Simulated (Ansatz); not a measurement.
Structure: RuClI as a Janus 2H monolayer, at its r2SCAN minimum. In-plane lattice: a = 3.696 Å, b = 3.696 Å, γ = 120.0°; thickness between the outer nuclei 3.11 Å. Ru is surrounded by 3 I at 2.53 Å and 3 Cl at 2.77 Å; Cl is surrounded by 3 Ru at 2.77 Å; I is surrounded by 3 Ru at 2.53 Å.

```xyz
3
Lattice="3.6963 0.0000 0.0000 -1.8481 3.2010 0.0000 0.0000 0.0000 30.7023" Properties=species:S:1:pos:R:3 pbc="T T F"
Ru    0.0000    2.1340    8.8634
Cl    1.8481    1.0670   10.6236
I     1.8481    1.0670    7.5130
```
The sheet repeats along a and b alone.

The questions ask for values computed with Ansatz on this geometry. Non-magnetic throughout. Whether this structure exists isn't addressed.

Given (12×12×1 mesh): The LDA gap is indirect, 0.55 eV (K to k = (1/6, 0.172, 0)), below the direct gap of 0.72 eV at K.

(1) Estimate the gap with r2SCAN on 12×12×1.

(2) Estimate the gap with r2SCANh on 6×6×1.

(3) How does the gap change from LDA to PBE0 (6×6×1)?

(4) Order these levels by the gap that they give, smallest first.
A. PBE0
B. HSE06
C. LDA
D. PBE
E. r2SCAN
F. Hartree-Fock
G. r2SCANh

(5) Roughly how does the cost of the HSE06 run (6×6×1) compare with r2SCAN's (12×12×1)?

(6) How do the levels compare, in gap and in cost?

Answers

(1) r2SCAN gives an indirect gap of 0.86 eV, from K to K–Γ (0.50 of the way from K); the least direct gap is 0.99 eV at K. The gap differs by +0.31 eV from LDA's.

(2) r2SCANh gives an indirect gap of 1.59 eV, from K to K–Γ (0.50 of the way from K); the least direct gap is 1.72 eV at K. The gap differs by +1.04 eV from LDA's.

(3) With PBE0 the valence top lies at K and the conduction bottom at K–Γ (0.50 of the way from K), 2.57 eV higher; the smallest vertical gap, at K, is 2.69 eV. The gap differs by +2.02 eV from LDA's.

(4) C (0.55 eV), D (0.62 eV), E (0.86 eV), G (1.59 eV), B (1.82 eV), A (2.57 eV), F (8.80 eV).

(5) About 11 times as much (8 core-minutes against 50 core-seconds, on 4 threads of Arm Neoverse V2, on a shared host).

(6) r2SCAN covers 20 % of the step from PBE to HSE06, while HSE06 needs about 11 times r2SCAN's cost (on a coarser mesh). The levels disagree on the kind of gap: direct with Hartree-Fock; indirect with LDA, PBE, r2SCAN, r2SCANh, HSE06, PBE0.

Where an edge lies off the special points, it is a point of the mesh or the k point where a search put PBE's edge or least direct gap, reused for the other functionals, whose own edges may lie a little apart.

Coordinates of k points refer to the reciprocal vectors of the primitive cell of the runs.

The meshes of the hybrids are coarse, so their gaps aren't converged to the digits shown.
